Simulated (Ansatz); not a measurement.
Suppose NaYC3N3 takes space group Fm-3m (No. 225), with Na on 8c; Y on 4a and 4b; C on 24e; N on 24e. The guess for NaYC3N3 was made by a generator: cyanide-bridged rock-salt net of two metals, 2 guest cations a cell.

Computed with Ansatz 0.2.0, DFT PBE, scalar-relativistic, plane waves, PAW. Cutoff 420 eV, Γ-centred mesh, Gaussian smearing, no spin polarisation.

Energies over the elements count from the elements' standard structures at the same level (N₂ as a molecule), with no fitted energy shifts.

Question: Which cell and coordinates does it relax to?

Answer:

Space group Fm-3m (No. 225). a = 12.003 Å, b = 12.003 Å, c = 12.003 Å, α = 90.00°, β = 90.00°, γ = 90.00°
```json
{"atom": "Na", "site": "8c", "symmetry": "-43m", "x": "0.2500", "y": "0.7500", "z": "0.7500"}
{"atom": "Y", "site": "4a", "symmetry": "m-3m", "x": "0.0000", "y": "0.0000", "z": "0.0000"}
{"atom": "Y", "site": "4b", "symmetry": "m-3m", "x": "0.5000", "y": "0.0000", "z": "0.0000"}
{"atom": "C", "site": "24e", "symmetry": "4m.m", "x": "0.2066", "y": "0.0000", "z": "0.0000"}
{"atom": "N", "site": "24e", "symmetry": "4m.m", "x": "0.3050", "y": "0.0000", "z": "0.0000"}
```

Na is surrounded by 12 C at 4.28 Å and 12 N at 4.29 Å (long against covalent radii, as for large ions); around Y on its first site lie 6 C at 2.48 Å; C is surrounded by 1 N at 1.18 Å, 1 Y at 2.48 Å, 4 C at 3.51 Å, 1 Y at 3.52 Å, 4 N at 4.23 Å, 4 Na at 4.28 Å and 4 N at 4.42 Å; N has 1 C at 1.18 Å, 1 Y at 2.34 Å, 4 N at 3.31 Å, 1 Y at 3.66 Å, 4 C at 4.23 Å, 4 Na at 4.29 Å and 4 C at 4.42 Å; 1 more site not described. Another local minimum with the same sites may exist.

Question: And its energy and gap?

Answer: The energy over the elements is −0.09 eV/atom and the gap on the 6×6×6 mesh of the 16-atom cell is 0 eV (a metal). It lies below the elements, which doesn't yet make it stable against other compounds or structures.

The last run used Gaussian smearing of 0.10 eV. The reference form of C is held partly by dispersion forces, which this level lacks. Symmetry constrained the relaxation, so the result can be a saddle point.
